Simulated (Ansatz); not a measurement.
CdO (rock salt), relaxed with PBE (Ansatz, a program for electronic structure, plane waves, PAW): a = b = c = 4.7678 Å, α = β = γ = 90.00°.

```
Item                  Result
--------------------  ------
gap (eV)                none
B₀ by P(V) fit (GPa)     126
```

Question: The same phase is relaxed and computed with HSE06 in the same code. What are the cell and these values now?

Answer: a = 4.7056 Å, b = 4.7056 Å, c = 4.7056 Å, α = 90.00°, β = 90.00°, γ = 90.00°.

gap (eV): 0.90
B₀ by P(V) fit (GPa): 145

All cells were relaxed under the symmetry of their starts (and spin orders); stability against distortions was not tested throughout. Scalar-relativistic: spin–orbit coupling is off unless named, which matters more the heavier the elements.

Potentials: the later of the program's two PAW sets.

Ansatz is a plane-wave DFT program.
